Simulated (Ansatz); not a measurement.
Values for one crystal, relaxed and computed with LDA in the plane-wave PAW code Ansatz; other levels are named.

```yaml
volume_per_atom: 13.26 Å³
electronic_character: no gap, with almost no states at the Fermi level (zero-gap or semimetallic)
Formation energy from the elements (no fitted shifts): -1.23 eV/atom
Density of states at the Fermi level: 0.01 states/eV per atom (mean over ±0.08 eV)
highest_zone_centre_frequency: 559 cm^-1
Pressure derivative B′: 4.0
zone_centre_stability: no imaginary mode at Γ
```

Task: Pick the material that matches.
A) Sb2Pt, Pa-3 (Pt on 4a, Sb on 8c)
B) TaAs, I4_1md (Ta on 4a, As on 4a)
C) LaTiO3, cubic perovskite
D) ZnCdO2, P3m1 (Zn on 1a, Cd on 1c, O on 1c, O on 1a)

Result: D, ZnCdO2, P3m1 (Zn on 1a, Cd on 1c, O on 1c, O on 1a)

The workflow started from a Materials Project entry (that database holds measured and hypothetical structures alike); the Crystallography Open Database copy checked does not list it. Its standing as an ambient phase is unchecked. The cell was relaxed with LDA under the symmetry of its start. As this level gives no gap, phonon frequencies hold no LO–TO term and depend on the k-mesh and smearing (Fermi–Dirac, 0.1 eV here). The references are the lowest solids computed at this level, not always the standard phases (solids in place of the gases). Spin–orbit coupling is left out wherever it is not named.

Potentials: the later of the program's two PAW sets.
